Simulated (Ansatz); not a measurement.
Relaxed-ion elastic tensor of Si3N4 in space group P6_3/m (No. 176; Si on 6h, N on 2c, N on 6h) in GPa (Voigt order), PBEsol (plane waves, PAW; program Ansatz); density 3.18 g/cm³, 10.47 Å³ per atom.

```
     1    2    3     4     5    6
-  ---  ---  ---  ----  ----  ---
1  407  190  113   0.0   0.0  0.0
2  190  407  113   0.0   0.0  0.0
3  113  113  532   0.0   0.0  0.0
4  0.0  0.0  0.0  96.6   0.0  0.0
5  0.0  0.0  0.0   0.0  96.6  0.0
6  0.0  0.0  0.0   0.0   0.0  109
```

**Question.** Is the crystal mechanically stable?

**Answer.** Yes: the smallest eigenvalue of C is 96.6 GPa.

**Question.** Work out the Voigt, Reuss and Hill averages.

**Answer.** K_V = 242, K_R = 242, K_H = 242; G_V = 122, G_R = 113, G_H = 118 GPa.

**Question.** Give Young's modulus, Poisson's ratio, Pugh's ratio and the universal anisotropy index.

**Answer.** E = 9KG/(3K + G) = 304 GPa; ν = 0.29; K/G = 2.05 (ductile by the Pugh limit of 1.75); A_U = 5G_V/G_R + K_V/K_R − 6 = 0.40.

**Question.** Estimate the sound speeds and the Debye temperature.

**Answer.** v_l = √((K + 4G/3)/ρ) = 11200 m/s, v_t = √(G/ρ) = 6090 m/s, mean 6790 m/s; Θ = (h/k)(3n/4πV)^(1/3) v_m = 924 K.

**Question.** Solve the Christoffel equation for the three sound speeds along x, y, z.

**Answer.** Eigenvalues of C_ijkl n_j n_l equal ρv². In km/s, slowest first: x 5.51, 5.84, 11.32; y 5.51, 5.84, 11.32; z 5.51, 5.51, 12.93.

**Question.** How much does each axis shrink under pressure?

**Answer.** Linear compressibilities β_i = Σ_j S_ij (j = 1 to 3): x 1.4, y 1.4, z 1.3 per TPa.

The PBEsol relaxation kept the symmetry of its start; of distortions, only those at the zone centre were tested.

Potentials: the later of the program's two PAW sets.
